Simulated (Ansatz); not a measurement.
# Ansatz 0.2.0, relaxation: BaZnSbF

Input:

```yaml
crystal:
  lattice:
    - [4.435791, 0.0, 0.0]
    - [0.0, 4.435791, 0.0]
    - [0.0, 0.0, 9.773273]
  atoms:
    - { symbol: Ba, position: [0.75, 0.75, 0.35079] }
    - { symbol: Ba, position: [0.25, 0.25, 0.64921] }
    - { symbol: F, position: [0.25, 0.75, 0.5] }
    - { symbol: F, position: [0.75, 0.25, 0.5] }
    - { symbol: Zn, position: [0.25, 0.75, 0.0] }
    - { symbol: Zn, position: [0.75, 0.25, 0.0] }
    - { symbol: Sb, position: [0.25, 0.25, 0.16604] }
    - { symbol: Sb, position: [0.75, 0.75, 0.83396] }
  symmetry: { tolerance: 0.0003 }
kpoints:
  mp_grid: { grid: [8, 8, 4], shift: [0, 0, 0] }
magnetization:
  spin_polarized: false
scf:
  occupations: { method: fermi_dirac }
  lower_state_search: "off"
hamiltonian:
  pseudopotentials: { kind: paw }
  xc: r2scan
basis:
  ecutwfc: 500
  fft_grid_basis: typed
relax:
  max_steps: 60
  cell: { p_target: 0.0 }
  f_tol: 0.03
output:
  forces: true
  stress: true
  eigenvalues: true
  bader: true
  populations: true
  elf: true
  write_potential: true
  volumetric_format: npy
  dos:
    e_range: [-12, 8]
    de: 0.05
    projected: { site_lists: { Ba: [Ba], F: [F], Sb: [Sb], Zn: [Zn] } }
checkpoint:
  read: saved_state
```

Run with:

```bash
ansatz run input.yaml --threads 2 --pin off --max-ram 3584MiB --backend cpu --events-out ev --progress --plain --runs-dir out
```

Origin of the cell: a database entry, scaled a little.

The smearing width isn't typed, so it takes its default of 0.1 eV.

The saved state is a converged single point of the same cell.

Excerpt of the output:

```
SCF iter   1: F=-33208.314271 eV  HF=-33208.311901 eV  Δρ=8.78e-4  dr2=7.77e-4  dr2_τ=3.97e-4
SCF iter   2: F=-33208.314498 eV  HF=-33208.314243 eV  Δρ=5.30e-4  dr2=2.90e-4  dr2_τ=5.68e-5
SCF iter   3: F=-33208.314498 eV  HF=-33208.314574 eV  Δρ=1.69e-4  dr2=3.93e-5  dr2_τ=7.50e-7
SCF iter   4: F=-33208.314627 eV  HF=-33208.314626 eV  Δρ=5.52e-5  dr2=6.13e-6  dr2_τ=5.79e-7
SCF iter   5: F=-33208.314629 eV  HF=-33208.314629 eV  Δρ=1.69e-5  dr2=8.05e-7  dr2_τ=4.35e-8
SCF iter   6: F=-33208.314629 eV  HF=-33208.314629 eV  Δρ=4.09e-6  dr2=4.04e-8  dr2_τ=1.95e-9
relax step   1: F+E_penalty+E_count = -33208.314629 eV  Δ(F+E_penalty+E_count) = +0.000e0 eV  max|allowed force component| = 6.296e-2 eV/Å  Δτ_max = 0.0000 Å  P = +0.283 GPa  Ω = 192.301 Å³ […]
relax step   2: F+E_penalty+E_count = -33208.285649 eV  Δ(F+E_penalty+E_count) = +2.898e-2 eV  max|allowed force component| = 3.015e-1 eV/Å  Δτ_max = 0.0585 Å  P = -0.641 GPa  Ω = 198.206 Å³ […]
relax step   3: F+E_penalty+E_count = -33208.315936 eV  Δ(F+E_penalty+E_count) = -1.307e-3 eV  max|allowed force component| = 4.315e-2 eV/Å  Δτ_max = 0.0127 Å  P = -0.081 GPa  Ω = 193.794 Å³ […]
relax step   4: F+E_penalty+E_count = -33208.316275 eV  Δ(F+E_penalty+E_count) = -3.386e-4 eV  max|allowed force component| = 1.160e-3 eV/Å  Δτ_max = 0.0053 Å  P = -0.004 GPa  Ω = 193.598 Å³ […]
relax step   5: F+E_penalty+E_count = -33208.316533 eV  Δ(F+E_penalty+E_count) = -2.582e-4 eV  max|allowed force component| = 1.509e-3 eV/Å  Δτ_max = 0.0000 Å  P = -0.005 GPa  Ω = 193.598 Å³  stress off target by 2.06e-2 GPa […]
SCF 5 converged in 7 iterations: F = -33208.316533 eV  dr2 = 1.32e-11
basis re-selected at this cell: Δ(F+E_penalty+E_count) = -2.582e-4 eV, ΔP = -0.001 GPa vs the last step (what re-selecting the basis moved, of the pressure what is left beyond the Pulay corre […]
SCF converged after 7 iterations
Free energy (F): -33208.316533 eV
Harris-Foulkes:  -33208.316533 eV  (|F-HF|=7.28e-12)
Internal energy: -33208.303027 eV  (E = F + TS)
E sigma→0 (E₀):  -33208.309780 eV
Entropy (-TS):   -0.013506 eV (-1.688 meV/atom)
Fermi energy:    9.094388 eV
--- Per-component energies (eV) ---
  E_band       = -460.066869
  E_kinetic    = 1430.850478
  E_local      = -9508.783782  (includes V_loc(G=0)·N_el)
  E_nonlocal   = 2218.358744
  E_hartree    = 4119.436719
  E_xc         = -978.243909
  E_vxc        = -844.222395  (∫ρ·V_xc dr)
  E_paw        = -23814.265028  (= ΣΔE_a)
  E_vpaw       = -2046.514939  (= ΣTr[D̂ρ^β])
  E_aug_tail   = 0.001878  (compensation charges beyond the density's cutoff)
  E_vtau       = 51.369748  (kinetic-family band-sum trace: ∫τ·v_τ [+ j·A + Jᵃ·Aᵃ] dr)
  E_ewald      = -6676.383012
  E_core_change = 0.724885  (= ΣΔE_core)
  E_smearing   = -0.013506  (= −TS)
  Σ components = -33208.316533   (vs F -33208.316533, Δ=0.00e0)
--- Forces (eV/Å), atoms counted from 1 ---
  atom   1  Ba    -0.000000    -0.000000     0.001509
  atom   2  Ba     0.000000     0.000000    -0.001509
  atom   3  F      0.000000    -0.000000     0.000000
  atom   4  F     -0.000000     0.000000    -0.000000
  atom   5  Zn     0.000000    -0.000000     0.000000
  atom   6  Zn    -0.000000     0.000000    -0.000000
  atom   7  Sb     0.000000    -0.000000     0.000150
  atom   8  Sb    -0.000000     0.000000    -0.000150
  max |Σ_I F_I| component: 4.17e-17 eV/Å
--- Stress (GPa, compression-positive) ---
        0.003476      -0.000000       0.000000
       -0.000000       0.003476       0.000000
        0.000000       0.000000      -0.020557
  P = ⅓ Tr σ = -0.0045 GPa (-0.045 kbar)
--- Relaxed structure (4 steps of the walk, 3 accepted, 1 SCFs on fresh bases) ---
  F+E_penalty+E_count = -33208.316533 eV   max|allowed force component| = 1.509e-3 eV/Å   (the final SCF, on the basis selected at the relaxed cell)
  cell:  # Å, volume = 193.5979 Å³
    - [4.447476, 0.0, 0.0]
    - [0.0, 4.447476, 0.0]
    - [0.0, 0.0, 9.787537]
  atoms:
    - { symbol: Ba, position: [0.750000, 0.750000, 0.350828] }
    - { symbol: Ba, position: [0.25, 0.25, 0.649172] }
    - { symbol: F, position: [0.25, 0.750000, 0.500000] }
    - { symbol: F, position: [0.750000, 0.25, 0.500000] }
    - { symbol: Zn, position: [0.25, 0.750000, 0.0] }
    - { symbol: Zn, position: [0.750000, 0.25, 0.0] }
    - { symbol: Sb, position: [0.25, 0.25, 0.164924] }
    - { symbol: Sb, position: [0.750000, 0.750000, 0.835076] }
--- Löwdin populations: 8 sites ---
  site symbol       q [e]
     0     Ba      8.3015
     1     Ba      8.3015
     2      F      7.7990
     3      F      7.7990
     4     Zn     10.8735
     5     Zn     10.8735
     6     Sb     16.5418
     7     Sb     16.5418
  spilling = 0.011004 (of n_electrons = 88.000000)
--- Bader charges: 8 sites ---
  site symbol  charge [e]  shift [e]
     0     Ba      1.5550     0.0000
     1     Ba      1.5550     0.0000
     2      F     -0.8669     0.0000
     3      F     -0.8669     0.0000
     4     Zn      0.3479     0.0034
     5     Zn      0.3479     0.0034
     6     Sb     -1.0360     0.0034
     7     Sb     -1.0360     0.0034
  estimated error of the sums over rays = 3.9e-4 e
```

The starting structure.

Space group P4/nmm (No. 129); the run's cell has a = 4.436 Å, b = 4.436 Å, c = 9.773 Å, α = 90.00°, β = 90.00°, γ = 90.00°. Shortest distances: Ba–F 2.65 Å, Sb–Zn 2.75 Å, F–F 3.14 Å, Zn–Zn 3.14 Å.

The relaxed structure.

Space group P4/nmm (No. 129); the run's cell has a = 4.447 Å, b = 4.447 Å, c = 9.788 Å, α = 90.00°, β = 90.00°, γ = 90.00°. Shortest distances: Ba–F 2.66 Å, Sb–Zn 2.75 Å, F–F 3.14 Å, Zn–Zn 3.14 Å.

| Item | Value |
| --- | --- |
| Free energy lowered by | 0.2 meV/atom |
| Volume change | 0.67 % |
| Final pressure | 0.00 GPa |
| Relaxation steps listed | 5 |
| Formation energy (elements under the same functional, gases as molecules, uncorrected) | -2.012 eV/atom |

Caveats: no spin, though holes on the anions or broken bonds may carry moments; no spin-orbit coupling, though heavy elements are present; the relaxation held the start's symmetry, so the end may be a saddle point.

The run took 220 s of wall time on 2 CPU thread(s) of a shared host, from a saved density.
